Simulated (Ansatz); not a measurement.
All numbers below come from Ansatz, DFT PBE, scalar-relativistic, plane waves, PAW. Settings: cutoff 420 eV, Γ-centred meshes spaced at most about 0.3 Å⁻¹, and about 0.25 Å⁻¹ or finer for metals (2π included), Gaussian smearing. No spin polarisation in the final relaxations.

All energies are static (0 K, no zero-point motion).

Two relaxed structures of BeCd₃S₂:

A.

```cif
data_structure
_symmetry_space_group_name_H-M 'I4/mmm'
_symmetry_Int_Tables_number 139
_cell_length_a 5.7576
_cell_length_b 5.7576
_cell_length_c 9.6553
_cell_angle_alpha 90.000
_cell_angle_beta 90.000
_cell_angle_gamma 90.000
_cell_volume 320.07
loop_
_atom_site_label
_atom_site_type_symbol
_atom_site_symmetry_multiplicity
_atom_site_Wyckoff_symbol
_atom_site_fract_x
_atom_site_fract_y
_atom_site_fract_z
_atom_site_occupancy
Be1 Be 2 a 0.00000 0.00000 0.00000 1
Cd1 Cd 2 b 0.50000 0.50000 0.00000 1
Cd2 Cd 4 c 0.00000 0.50000 0.00000 1
S1 S 4 d 0.00000 0.50000 0.25000 1
```

B.

```cif
data_structure
_symmetry_space_group_name_H-M 'Cmmm'
_symmetry_Int_Tables_number 65
_cell_length_a 4.9676
_cell_length_b 8.7853
_cell_length_c 6.3169
_cell_angle_alpha 90.000
_cell_angle_beta 90.000
_cell_angle_gamma 90.000
_cell_volume 275.68
loop_
_atom_site_label
_atom_site_type_symbol
_atom_site_symmetry_multiplicity
_atom_site_Wyckoff_symbol
_atom_site_fract_x
_atom_site_fract_y
_atom_site_fract_z
_atom_site_occupancy
Be1 Be 2 a 0.00000 0.00000 0.00000 1
Cd1 Cd 2 c 0.50000 0.00000 0.50000 1
Cd2 Cd 4 i 0.00000 0.33166 0.00000 1
S1 S 4 f 0.75000 0.25000 0.50000 1
```

Question: Which form is favoured at zero pressure, and by what margin per atom?

Answer: B is lower, by 218 meV/atom. A has space group I4/mmm (No. 139), 26.7 Å³/atom and no gap on its mesh; B has space group Cmmm (No. 65), 23.0 Å³/atom and no gap. Counting S atoms around Be and Cd (those within 1.25 times the shortest such distance or 1.15 times the sum of covalent radii, 1.27 where that leaves under three; the shortest distance is added where it exceeds 1.18 times the sum of covalent radii; a slash parts the counts of unlike sites), A has Be 8 from 3.8 Å, Cd 2/8 from 3.8 Å and B has Be 8 from 4.0 Å, Cd 4/4 from 3.5 Å. The denser one is the lower, and pressure would at first widen the difference. Even the lower one lies +0.38 eV/atom against the reference forms of the elements (uncorrected), so neither is stable at this level. In A, around Be lie 4 Cd at 2.88 Å; Cd on a site of symmetry 4/mmm is surrounded by 4 Cd at 2.88 Å; S has 2 Cd at 2.41 Å; 1 more site not described. In B, Be has 6 Cd at 2.89–2.91 Å; around Cd on a site of symmetry mmm lie 4 S at 2.52 Å, 4 Cd at 3.49 Å and 4 Be at 4.02 Å; S has 2 S at 2.48 Å, 2 Cd at 2.52 Å and 4 Cd at 3.47 Å; 1 more site not described. Both come from invented guesses. A third cell relaxed alike, in P-4m2, lies 0.47 eV/atom below the lower of the two.

Cells relaxed within their symmetry can be saddle points.
